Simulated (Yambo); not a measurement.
A G0W0@PBEsol run in Yambo for a free-standing CdO$_{2}$H$_{2}$ monolayer (symmetry P-3m1, slab cell 17.3 Å high) (6×6×1 Γ-centred k mesh, bands 9 to 188 and a 6 Ry block in the screening, 188 bands in G with the Bruneval-Gonze terminator, plasmon pole fitted at 27.2 eV, slab-truncated Coulomb interaction, stochastic integration of W near q = 0) gives these matrix elements, in eV, at the band edges (Γ → Γ):

```tsv
state	E0	<Vxc>	<Σx>	<Σc(E0)>	Z
valence edge	0.000	-21.740	-27.536	3.833	0.803
conduction edge	2.231	-8.665	-5.283	-1.962	0.886
```

### Question
Solve the linearised quasiparticle equation for both states, give the gap, and say how exchange and correlation each act on it.

### Answer
E = E0 + Z(Σx + Σc − Vxc). Valence: 0.000 + 0.803 × (-27.536 + (3.833) − (-21.740)) = -1.58 eV. Conduction: 2.231 + 0.886 × (-5.283 + (-1.962) − (-8.665)) = 3.49 eV. The gap is 5.07 eV, against 2.23 eV in PBEsol. Replacing Vxc by bare exchange alone would open it by 9.18 eV; correlation takes back 5.80 eV of that, and Z scales what is left. Nearest settings tried, and what they do to the gap: 126 bands in W, 126 bands in G: +163 meV; 5 Ry block (269 vectors against 343): -16 meV. Not varied: mesh, cell height. So the settings aren't converged at that level. 

Spin-orbit coupling is included.

Geometry relaxed with PBEsol; primitive cell a = 3.509 Å, b = 3.509 Å, c = 17.300 Å, α = 90.00°, β = 90.00°, γ = 120.00°.

This is a model layer cut from the bulk structure; whether it is stable on its own was not checked.
